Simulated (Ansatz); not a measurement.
**Question.** Volume from PBE minus that from PBEsol (% of the latter), each on its own relaxed cell (Ansatz, a first-principles code, plane waves, PAW; no spin–orbit coupling, no Hubbard U), over 167 phases of the class «intermetallics»: what sign and size do you expect?

**Answer.** Mean 4.7 %, median 4.6 %, mean absolute 4.7 %; eight in ten lie between 3.2 and 6.2 %, and 100 % are above zero.

Some cases that may be named, with their rank among the 167 from the lowest: Al2Pt, fluorite or antifluorite type 2.5 % (rank 5); ScAl3, Cu3Au type 2.5 % (rank 6); GaCo, CsCl type 4.4 % (rank 74); FeNi3, Cu3Au type 4.8 % (rank 100); ZnAu, CsCl type 5.7 % (rank 135); ZnCu, CsCl type 5.8 % (rank 144).

The phases are those computed here (of each formula those with measured values and the lowest at some level), not a balanced benchmark, and neither functional is the truth. Pairs that end in unlike spin orders or unlike minima (c/a over 6 % apart, 30 % for weakly bound crystals), magnets with 4f shells, solids of gases and phases set aside for tests are left out.

27 of the phases carry moments, in the orders computed and without U. 2 relaxed far from the usual cell at some level.

Spin orders computed, not proven ground states: FeNi3, Cu3Au type with PBE ferromagnetic; FeNi3, Cu3Au type with PBEsol ferromagnetic. Began spin-polarised and lost the moments: GaCo, CsCl type with PBE; GaCo, CsCl type with PBEsol. All cells were relaxed under the symmetry of their starts (and spin orders); stability against distortions was not tested throughout. Named crystals with no word on spin ran without spin polarisation. Scalar-relativistic: spin–orbit coupling is off unless named, which matters more the heavier the elements.

Potentials: the later of the program's two PAW sets.

Ansatz is a plane-wave DFT program.
